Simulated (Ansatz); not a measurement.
Structure: a 14-atom cell of Ge₂CN₄ built on β-Si3N4 (relaxed group P2_1/m), at its r2SCAN minimum. Space group P2_1/m (No. 11), monoclinic; conventional cell a = 7.524 Å, b = 2.905 Å, c = 7.541 Å, β = 119.5°, 10.24 Å³ an atom. Ge has 4 N at 1.80–1.86 Å; Ge has 4 N at 1.80–1.83 Å; C has 4 N at 1.41–1.69 Å; N has 1 C at 1.41 Å and 2 Ge at 1.83–1.86 Å; N has 2 C at 1.69 Å and 1 Ge at 1.81 Å; N has 3 Ge at 1.80–1.82 Å; N has 1 C at 1.42 Å and 2 Ge at 1.80 Å.

```xyz
14
Lattice="7.5863 0.0000 0.0098 0.0000 2.9051 0.0000 -3.7848 0.0000 6.5028" Properties=species:S:1:pos:R:3 pbc="T T T"
Ge    2.2881    0.7263    1.2782
Ge   -1.7176    2.1789    4.9160
C     0.0989    2.1789    2.7935
C     3.7027    0.7263    3.7190
Ge    5.5191    0.7263    1.5966
Ge    1.5134    2.1789    5.2344
N     3.8320    0.7263    2.3181
N    -0.0305    2.1789    4.1944
N     0.8393    0.7263    2.3639
N     2.3356    2.1789    0.2082
N     6.4450    2.1789    2.1128
N    -2.6434    0.7263    4.3997
N     2.9622    2.1789    4.1487
N     1.4659    0.7263    6.3043
```

3 runs of Ansatz on this cell differ in the functional (and in the settings that go with it). Levels are in eV from each run's valence top; v1 is the last filled band, c1 the first empty one.

Run A, mean stress +6.3 GPa (compression positive):
```tsv
point	v2	v1	c1	c2
Γ	-0.46	-0.39	1.28	1.42
Z	-1.00	-1.00	3.51	3.51
D	-0.81	-0.81	3.15	3.15
B	-0.44	-0.35	1.13	1.88
A	-0.49	-0.48	1.64	1.70
E	-1.13	-1.13	3.50	3.50
```

Run B, mean stress -2.2 GPa (compression positive):
```tsv
point	v2	v1	c1	c2
Γ	-0.38	-0.37	3.40	3.63
Z	-1.13	-1.13	5.79	5.79
D	-0.92	-0.92	5.43	5.43
B	-0.40	-0.29	3.29	4.11
A	-0.42	-0.32	3.80	3.93
E	-1.26	-1.26	5.74	5.74
```

Run C, mean stress 0.0 GPa (compression positive):
```tsv
point	v2	v1	c1	c2
Γ	-0.45	-0.40	1.59	1.72
Z	-1.03	-1.03	4.03	4.03
D	-0.85	-0.85	3.65	3.65
B	-0.41	-0.36	1.42	2.22
A	-0.50	-0.44	1.95	2.02
E	-1.16	-1.16	3.96	3.96
```

**Question.** Match the runs to PBE, r2SCAN, PBE0.

**Answer.** A is PBE, B is PBE0, C is r2SCAN. In order of the gap: PBE 1.13, r2SCAN 1.42, PBE0 3.29 eV. The stress vanishes for r2SCAN, which relaxed the cell.

Note: simulated data, non-magnetic, for a generated structure that need not be the stable one.

Spin-orbit coupling is left out.

The stress of a hybrid is loosely converged in these runs.

The meshes of the hybrids are coarse, so their gaps aren't converged to the digits shown.
